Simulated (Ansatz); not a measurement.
This cell of CeO2 (fluorite) is off equilibrium:

```
CeO2
1.0
    0.00000     2.62529     2.62529
    2.62529     0.00000     2.62529
    2.62529     2.62529     0.00000
Ce O
1 2
Direct
  0.00000   0.00000   0.00000
  0.25000   0.25000   0.25000
  0.75000   0.75000   0.75000
```

Level of theory: PBEsol (plane waves to 420 eV, PAW, scalar-relativistic; Ansatz, an electronic-structure program). k mesh 11×11×11 (Γ-centred), Fermi-Dirac smearing 0.05 eV. E stands for the smeared free energy. Compression counts positive. CeO2 is run without spin polarisation. CeO2 was relaxed with its symmetry unable to fall. The PAW data are Ansatz's earlier set. The f-shell state is unchecked: a lower one may exist.

Task: Give the stress tensor in GPa and the pressure.

Result: 
```
   19.2      0.0      0.0
    0.0     19.2      0.0
    0.0      0.0     19.2
```
The pressure, a third of the trace, is 19.2 GPa.

Task: It is the relaxed cell scaled evenly to V/V₀ = 0.920, atoms relaxed where free. What is its energy relative to the relaxed cell?

Result: 58.4 meV/atom.

(Under strain, the slope of the energy per volume gives the stress and its curvature an elastic modulus.)
